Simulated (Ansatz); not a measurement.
Values for one crystal, relaxed and computed with plane-wave PAW r²SCAN (Ansatz code); other levels are named.

| Property | Value |
|---|---|
| Volume per atom | 36.71 Å³ |
| Electronic character | no gap, with almost no states at the Fermi level (zero-gap or semimetallic) |
| Debye temperature from the elastic constants | 117 K |
| Pressure derivative B′ | 9.2 |
| Hill bulk and shear moduli | 28.7 and 12.9 GPa |
| Density of states at the Fermi level | 0.03 states/eV per atom (mean over ±0.08 eV) |
| Gap with spin–orbit coupling | none (metallic) |

Q: Which compound is it?
A) Pt, fcc (Cu type)
B) Cd, hcp (Mg type)
C) Ir, fcc (Cu type)
D) Bi, A7 (α-As type)

A: D, Bi, A7 (α-As type)

Space group R-3m (A7 (α-As type)). The cell was relaxed with r²SCAN under the symmetry of its start; of distortions, only those at the zone centre were tested. As this level gives no gap, shear constants depend on the k-mesh and smearing (Fermi–Dirac, 0.1 eV here). Scalar-relativistic: spin–orbit coupling is off unless named, which matters more the heavier the elements.

Potentials: the later of the program's two PAW sets.
